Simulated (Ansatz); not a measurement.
### Question
Name crystals whose computed values (DFT-r²SCAN in the program Ansatz with PAW potentials) fall in these windows: B₀ by P(V) fit (GPa) 74 to 110; highest Γ mode, no LO–TO term (cm⁻¹) 1500 to 2000.

### Answer


| crystal | B₀ by P(V) fit (GPa) | highest Γ mode, no LO–TO term (cm⁻¹) |
|---|---|---|
| LaC2, Immm (La on 2a, C on 4h) | 90.7 | 1685 |
Others may fit too.

Standing as an ambient phase not checked: LaC2, Immm (La on 2a, C on 4h). The cell was relaxed under the symmetry of its start. Scalar-relativistic: spin–orbit coupling is off unless named, which matters more the heavier the elements.

Potentials: the later of the program's two PAW sets.
